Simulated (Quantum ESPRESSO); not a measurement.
RuMo4AlZr2, different elements on one site, starting from this cell

Computed values, not a measurement. The program is pw.x of Quantum ESPRESSO 7.5 (plane-wave density functional theory). The cell is made up: eight metal atoms on a face-centred cubic lattice, with elements, volume, strain and displacements drawn at random and not relaxed, so it may be unstable or far from any real phase. PseudoDojo standard norm-conserving files set the functional (PBE unless stated); there is no spin polarisation or spin-orbit coupling, the Fermi-Dirac width of 0.25 eV means electrons at about 2900 K, and the masses in the input are unused placeholders. A spin test at this wide smearing found no moment, but such smearing suppresses magnetism that the real alloy may have.

The runs put different elements on site 1. Cell, positions, cutoff, mesh and smearing stay as in the input of run 1; sites are counted in its order. Stress in the tables is positive in tension.

Input of run 1:

```
&control calculation='scf', pseudo_dir='./dojo.nc.sr.pbe.v0_5.standard.upf', outdir='./o', disk_io='minimal', tprnfor=.true., tstress=.true. /
&system ibrav=0, nat=8, ntyp=4, nbnd=67, ecutwfc=87.97787729, nosym=.true., tot_charge=0,
 occupations='smearing', smearing='fd', degauss=0.0183746611
/
&electrons conv_thr=1.470e-08, electron_maxstep=70, mixing_beta=0.5 /
ATOMIC_SPECIES
Al 1.0 Al.upf
Mo 1.0 Mo.upf
Ru 1.0 Ru.upf
Zr 1.0 Zr.upf
CELL_PARAMETERS angstrom
0.0 4.3103 4.3103
4.3103 0.0 4.3103
4.3103 4.3103 0.0
ATOMIC_POSITIONS angstrom
Ru 0.0423 -0.0172 -0.0198
Mo 2.1352 2.2168 0.0635
Al 2.2879 -0.0547 2.1671
Zr 4.3244 2.2028 2.1444
Mo 0.0497 2.2652 2.1665
Zr 2.2473 4.3609 2.1111
Mo 2.1309 2.2427 4.3524
Mo 4.3422 4.3316 4.3252
K_POINTS automatic
5 5 5 1 1 1
```

```
run  elements on sites 1 to 8  -TS (eV)  pressure (GPa)  stress xx (GPa)  stress yy (GPa)  stress zz (GPa)  stress yz (GPa)  stress xz (GPa)  stress xy (GPa)  iterations
  1   Ru Mo Al Zr Mo Zr Mo Mo    -2.263          -18.67            18.29            17.11            20.61            -1.09            -0.31             0.73          19
  2   Rh Mo Al Zr Mo Zr Mo Mo    -2.178          -18.35            18.06            16.24            20.75            -1.32            -0.31             0.83          19
  3   Ga Mo Al Zr Mo Zr Mo Mo    -1.912          -15.99            15.83            14.85            17.28            -0.09            -1.18             0.91          18
  4   Sc Mo Al Zr Mo Zr Mo Mo    -2.118          -10.85            11.33             9.82            11.41             0.55             0.21             0.60          21
  5   Pd Mo Al Zr Mo Zr Mo Mo    -2.034          -17.09            16.96            14.73            19.57            -1.15            -0.31             0.91          21
```

Forces Fx Fy Fz (eV/Å):

```
site              run 1              run 2             run 3              run 4              run 5
   1   0.16 -0.10 -0.05    0.05 0.01 -0.05    0.09 0.20 0.03     0.21 0.46 0.14   -0.03 0.22 -0.03
   2  -0.25 -0.16 -0.15  -0.21 -0.14 -0.13  -0.08 0.01 -0.11  -0.12 -0.06 -0.13  -0.15 -0.10 -0.11
   3    -0.36 0.37 0.18    -0.35 0.37 0.20   -0.41 0.26 0.07   -0.55 0.25 -0.07    -0.37 0.34 0.18
   4    0.15 -0.24 0.24    0.16 -0.24 0.22   0.20 -0.16 0.16    0.18 -0.27 0.27    0.17 -0.25 0.21
   5   0.28 -0.21 -0.01   0.30 -0.26 -0.06  0.33 -0.42 -0.22   0.30 -0.50 -0.19   0.32 -0.36 -0.13
   6    -0.04 0.40 0.15    -0.07 0.38 0.14   -0.37 0.37 0.40    -0.28 0.40 0.36    -0.14 0.36 0.20
   7    0.01 0.00 -0.35   0.07 -0.07 -0.35  0.22 -0.24 -0.35   0.24 -0.31 -0.35   0.16 -0.18 -0.35
   8    0.05 -0.07 0.00    0.05 -0.05 0.02   0.02 -0.01 0.01    0.01 0.03 -0.03    0.04 -0.03 0.03
```

Energies are left out, as each element's file has its own zero. A rerun of one cell of this series at a higher cutoff and on a denser mesh moved values by no more than 0.002 eV in energy, 0.02 GPa in stress and 0.003 eV/Å in force, and a second program with other atomic files agreed on that cell to 2 % rms in force and 0.5 GPa in pressure.